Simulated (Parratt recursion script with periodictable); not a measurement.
# Sharing the period between Si and Mo in a mirror for 13.5 nm

```
layer, from the top  thickness (Å)  density (g/cm³)  rms roughness of its top face (Å)  δ at 13.5 nm  β at 13.5 nm
-------------------  -------------  ---------------  ---------------------------------  ------------  ------------
Si (in each period)         varied            2.313                                  0  9.927 × 10⁻⁴      0.001813
Mo (in each period)         varied           10.026                                  0       0.07476      0.006314
Si (substrate)                   –            2.313                                  0  9.927 × 10⁻⁴      0.001813
```

The refractive index is n = 1 − δ + iβ; the runs take δ and β at each wavelength of the scan. Vacuum lies above.

Densities are inputs, not measurements. They were set from computed cells of the Materials Project: Si from entry mp-149 (Fd-3m, 2.313 g/cm³); Mo from entry mp-129 (Im-3m, 10.026 g/cm³). A layer's crystal structure does not enter its constants, only its composition and density.

Simulated, not measured: EUV and soft X-ray reflectivity, Parratt recursion, Névot-Croce roughness, Henke tables (Parratt recursion script with periodictable 1.7.1).

Light falls at α = 30° from the surface normal. R is the mean of s and p polarisation. The wavelength is scanned from 12.42 to 14.58 nm in 161 evenly spaced points, without smoothing. The peak is the highest scan point; its wavelength and height come from a parabola through R at that point and its two neighbours.

The pair is repeated 100 times. The runs differ in the two thicknesses alone; Γ is the share of Mo in the period D.

```
Si (Å)  Mo (Å)     Γ  peak λ (nm)  peak R (%)
------  ------  ----  -----------  ----------
63.3      15.8  0.20       13.441        54.4
55.4      23.7  0.30            ?           ?
51.4      27.7  0.35       13.280        61.4
39.5      39.5  0.50       13.101        60.8
```

Task: Estimate the peak wavelength and height at Γ = 0.30.

Result: Wavelength: with δ̄ the thickness-weighted δ at 13.5 nm and α the angle from the normal (sin²α = 0.2500), λ ≈ 2D[(1 − δ̄)² − sin²α]^½.

| Γ | D (Å) | δ̄ | λ by hand (nm) | run minus hand (nm) |
|---|---|---|---|---|
| 0.20 | 79.1 | 0.0157 | 13.413 | 0.028 |
| 0.30 | 79.1 | 0.0231 | 13.277 | to find |
| 0.35 | 79.1 | 0.0268 | 13.209 | 0.071 |

The difference, interpolated in Γ, is 0.057 nm, so λ ≈ 13.277 + 0.057 = 13.334 nm.

Height: the parabola through the rows at Γ = 0.20, 0.35, 0.50 has weights 0.222, 0.889, −0.111 at Γ = 0.30, which give 59.9 %.

The run gave 13.334 nm and 60.2 %, so the estimates miss by 0.000 nm and 0.3 points. Of these 4 runs, Γ = 0.35 has the highest peak.
